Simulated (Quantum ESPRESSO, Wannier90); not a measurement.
**AlAs (zinc blende), plane waves to Wannier functions**

Cell from Materials Project (mp-2172), symmetrised, no further relaxation. COD (Crystallography Open Database) has an entry of this formula and space group (matched by these alone). Computed values, not measurements, from PBEsol: Quantum ESPRESSO (norm-conserving PseudoDojo potentials, cutoff 68 Ry, no spin polarisation, no spin-orbit coupling) on a Γ-centred 10×10×10 mesh, then Wannier90. Density: 10×10×10 mesh, cold smearing 0.01 Ry. Spin-orbit coupling, left out, would split the p-like bands by a few tenths of an eV.

```
begin unit_cell_cart
ang
    0.0000000000    2.8379000000    2.8379000000
    2.8379000000    0.0000000000    2.8379000000
    2.8379000000    2.8379000000    0.0000000000
end unit_cell_cart
mp_grid = 10 10 10
```

Which shells of neighbouring k-points and which b-vectors and weights does Wannier90 pick for this cell and mesh?


```
 *---------------------------------- K-MESH ----------------------------------*
 +----------------------------------------------------------------------------+
 |                    Distance to Nearest-Neighbour Shells                    |
 |                    ------------------------------------                    |
 |          Shell             Distance (Ang^-1)          Multiplicity         |
 |          -----             -----------------          ------------         |
 |             1                   0.191740                      8            |
 |             2                   0.221403                      6            |
 |             3                   0.313111                     12            |
 |             4                   0.367155                     24            |
 |             5                   0.383481                      8            |
 |             6                   0.442805                      6            |
 |             7                   0.482536                     24            |
 |             8                   0.495071                     24            |
       ... (lines left out)
 +----------------------------------------------------------------------------+
 | The b-vectors are chosen automatically                                     |
 | The following shells are used:                       1                     |
 +----------------------------------------------------------------------------+
 |                        Shell   # Nearest-Neighbours                        |
 |                        -----   --------------------                        |
 |                          1               8                                 |
 +----------------------------------------------------------------------------+
 | Completeness relation is fully satisfied [Eq. (B1), PRB 56, 12847 (1997)]  |
 +----------------------------------------------------------------------------+
 |                  b_k Vectors (Ang^-1) and Weights (Ang^2)                  |
 |                  ----------------------------------------                  |
 |            No.         b_k(x)      b_k(y)      b_k(z)        w_b           |
 |            ---        --------------------------------     --------        |
 |             1         0.110701    0.110701   -0.110701    10.200100        |
 |             2         0.110701   -0.110701    0.110701    10.200100        |
 |             3        -0.110701    0.110701    0.110701    10.200100        |
 |             4         0.110701    0.110701    0.110701    10.200100        |
 |             5        -0.110701   -0.110701    0.110701    10.200100        |
 |             6        -0.110701    0.110701   -0.110701    10.200100        |
 |             7         0.110701   -0.110701   -0.110701    10.200100        |
 |             8        -0.110701   -0.110701   -0.110701    10.200100        |
```
